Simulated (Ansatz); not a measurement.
PbF$_{2}$:
Space group Fm-3m (No. 225); a = 5.9624 Å, b = 5.9624 Å, c = 5.9624 Å, α = 90.00°, β = 90.00°, γ = 90.00°

| atom | site | symmetry | x | y | z |
|---|---|---|---|---|---|
| Pb | 4a | m-3m | 0.0000 | 0.0000 | 0.0000 |
| F | 8c | -43m | 0.2500 | 0.2500 | 0.2500 |
(The calculation used a cell of 3 atoms; values per cell refer to that cell.)

Relaxed with PBE+D3(BJ).

Question: Which orbitals make up the states near the band edges in PBE+D3(BJ) (plane waves, PAW; program Ansatz)?

Answer: Top 1 eV of the valence band: F 2p 69 %, Pb 6s 29 %. Bottom 1 eV of the conduction band: Pb 6p 79 %, F 2p 10 %, F 2s 7 %. Projections are on Löwdin-orthogonalised atomic valence shells; empty p or d shells of many metals are not among them.

Question: Tabulate the density of states.

Answer: States/eV per cell of 3 atoms, in 0.25 eV bins, energy from the valence-band maximum.

```
E (eV)  total  F 2p  Pb 6p  Pb 6s
------  -----  ----  -----  -----
-7.85    0.00  0.00   0.00   0.00
-7.60    0.00  0.00   0.00   0.00
-7.35    0.00  0.00   0.00   0.00
-7.10    0.00  0.00   0.00   0.00
-6.85    0.00  0.00   0.00   0.00
-6.60    0.00  0.00   0.00   0.00
-6.35    0.91  0.32   0.00   0.58
-6.10    3.12  1.04   0.01   2.05
-5.85    2.14  0.64   0.01   1.45
-5.60    0.92  0.24   0.01   0.64
-5.35    0.50  0.11   0.01   0.36
-5.10    0.27  0.04   0.00   0.21
-4.85    0.13  0.01   0.00   0.11
-4.60    0.01  0.00   0.00   0.01
-4.35    0.00  0.00   0.00   0.00
-4.10    0.00  0.00   0.00   0.00
-3.85    0.00  0.00   0.00   0.00
-3.60    0.40  0.32   0.07   0.00
-3.35    3.40  2.80   0.57   0.00
-3.10    3.96  3.33   0.57   0.00
-2.85    4.63  4.02   0.55   0.00
-2.60    4.72  4.23   0.43   0.00
-2.35    3.50  3.19   0.25   0.01
-2.10    3.51  3.34   0.12   0.01
-1.85    6.32  6.15   0.08   0.01
-1.60    8.88  8.77   0.03   0.01
-1.35    0.97  0.94   0.01   0.02
-1.10    0.29  0.23   0.01   0.04
-0.85    0.46  0.35   0.01   0.08
-0.60    0.76  0.57   0.01   0.17
-0.35    1.46  1.03   0.02   0.39
-0.10    4.76  3.19   0.01   1.50
0.15     0.00  0.00   0.00   0.00
0.40     0.00  0.00   0.00   0.00
0.65     0.00  0.00   0.00   0.00
0.90     0.00  0.00   0.00   0.00
1.15     0.00  0.00   0.00   0.00
1.40     0.00  0.00   0.00   0.00
1.65     0.00  0.00   0.00   0.00
1.90     0.00  0.00   0.00   0.00
2.15     0.00  0.00   0.00   0.00
2.40     0.00  0.00   0.00   0.00
2.65     0.00  0.00   0.00   0.00
2.90     0.00  0.00   0.00   0.00
3.15     0.00  0.00   0.00   0.00
3.40     0.00  0.00   0.00   0.00
3.65     0.00  0.00   0.00   0.00
3.90     0.00  0.00   0.00   0.00
4.15     0.00  0.00   0.00   0.00
4.40     0.03  0.00   0.03   0.00
4.65     0.40  0.01   0.34   0.01
4.90     0.76  0.04   0.63   0.02
5.15     2.55  0.29   1.99   0.06
5.40     2.56  0.30   2.00   0.06
5.65     1.29  0.15   1.03   0.02
5.90     0.27  0.02   0.22   0.01
6.15     0.24  0.02   0.20   0.00
6.40     0.85  0.11   0.70   0.00
6.65     1.06  0.14   0.88   0.00
6.90     1.97  0.20   1.69   0.00
7.15     3.61  0.35   3.16   0.00
7.40     2.59  0.27   2.27   0.00
7.65     5.59  0.73   4.76   0.00
7.90     0.24  0.04   0.20   0.00
8.15     0.00  0.00   0.00   0.00
8.40     0.00  0.00   0.00   0.00
8.65     0.00  0.00   0.00   0.00
8.90     0.00  0.00   0.00   0.00
9.15     0.08  0.00   0.00   0.00
```

The PBE+D3(BJ) relaxation kept the symmetry of its start; phonons on a q-mesh show no instability. Scalar-relativistic: spin–orbit coupling is off unless named, which matters more the heavier the elements.

Potentials: the later of the program's two PAW sets.
